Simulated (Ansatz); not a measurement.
A distorted cell of MoSi2 (MoSi2 type, space group I4/mmm):

```xyz
3
Lattice="-1.6011 1.6011 3.9097 1.6011 -1.6011 3.9097 1.6011 1.6011 -3.9097" Properties=species:S:1:pos:R:3 pbc="T T T"
Mo    -0.3900     0.0000     0.0000
Si     0.0000     0.0000     2.6219
Si     0.0000     0.0000     5.1976
```

All values below come from r2SCAN (plane waves to 500 eV, PAW, scalar-relativistic; Ansatz, a program for electronic structure). k mesh 12×12×12 (Γ-centred), Fermi-Dirac smearing 0.05 eV. Energies are smeared free energies. Compression counts positive. With partly filled bands, energies and forces of such displacements shift with the k mesh and the smearing. MoSi2 is run without spin polarisation. MoSi2 was relaxed with its symmetry unable to fall. The PAW data are Ansatz's earlier set.

**Question.** What forces act on the atoms (eV/Å, Cartesian)?

**Answer.** 
| atom | Fx | Fy | Fz |
|---|---|---|---|
| Mo1 | 4.017 | 0.000 | 0.000 |
| Si2 | -2.008 | 0.000 | -0.912 |
| Si3 | -2.008 | 0.000 | 0.912 |

**Question.** What is the stress tensor (GPa)?

**Answer.** 
```
    7.9      0.0      0.0
    0.0     16.5      0.0
    0.0      0.0      8.3
```
The pressure, a third of the trace, is 10.9 GPa.

**Question.** In it atom 1 sits (-0.390, 0.000, 0.000) Å away from its relaxed site. What is its energy relative to the relaxed cell?

**Answer.** 778 meV/cell.

(For displaced atoms, the force is minus the slope of the energy, and its curvature is a force constant, which sets phonon frequencies.)
